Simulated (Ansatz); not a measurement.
A geometry of P away from equilibrium: the start of the relaxation of a relaxed P cell displaced along its unstable phonon at q = (½, ½, ½) of its primitive reciprocal cell (96i cm⁻¹), largest move 0.15 Å. These are r2SCAN (plane waves to 500 eV, PAW, scalar-relativistic; Ansatz, a program for electronic structure) values and carry that method's errors. Γ-centred k-mesh 15×15×15 on the run's cell (coarser than for final values), Fermi–Dirac smearing 0.05 eV.

```xyz
4
Lattice="-4.9268 4.9268 2.4711 0.0000 0.0000 2.4711 0.0000 4.9268 0.0000" Properties=species:S:1:pos:R:3 pbc="T T T"
P     -4.9268     7.2402     3.0888
P     -2.4634     5.0768     1.8533
P      0.0000     0.1500     0.0000
P     -2.4634     7.2402     3.7066
```

Predict the force on each atom, in eV/Å.


| atom | Fx | Fy | Fz |
|---|---|---|---|
| P1 | 0.00 | 0.55 | 0.15 |
| P2 | 0.00 | -0.55 | 0.15 |
| P3 | 0.00 | -0.55 | -0.15 |
| P4 | 0.00 | 0.55 | -0.15 |

What is the pressure?

+5.2 GPa, compression positive.

How far above the relaxed end point is this geometry?

0.02 eV/atom; the path ends in Pmna (No. 53).

No spin polarisation in the result.

The run could not lose the symmetry of its start, so the end can be a saddle point.

The end of the path is a generated cell of P: the first start was made by placing the elements on the sites of a structure type, and the end was not matched to a known phase here, so it may be hypothetical. Known forms of P include space group No. 64.
